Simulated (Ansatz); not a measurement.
Consider the following.

Cr₃Ru:
```
CELL_PARAMETERS angstrom
      1.40723    -2.08087     0.00000
      1.40723     2.08087     0.00000
      0.00000     0.00000     7.92593
ATOMIC_POSITIONS crystal
  Cr 0.50000 0.50000 0.73711
  Cr 0.50000 0.50000 0.26289
  Cr 0.00000 0.00000 0.50000
  Ru 0.00000 0.00000 0.00000
```

This is the LDA-relaxed structure.

Question: All from plane-wave PAW LDA (Ansatz code), unless another level is named. Give the formation energy from the elements (no fitted shifts).

Answer: 0.19 eV/atom.

Question: Predict the density of states at the Fermi level.

Answer: 1.4 states/eV per atom (mean over ±0.08 eV).

Space group Cmmm. The workflow started from a Materials Project entry (that database holds measured and hypothetical structures alike); the Crystallography Open Database copy checked does not list it. With Cr and Ru taken as one species the cell has the higher symmetry Im-3m, so it may be an ordered model of a mixed-site phase. Whether it is the stable phase at ambient conditions was not checked. The cell was relaxed with LDA under the symmetry of its start. At this level the phase is dynamically unstable (imaginary phonons). No spin polarisation was allowed. Its formation energy is positive at this level, so the cell may be metastable or incomplete. The references are the lowest solids computed at this level, not always the standard phases. Spin–orbit coupling is left out wherever it is not named.

Potentials: the later of the program's two PAW sets.
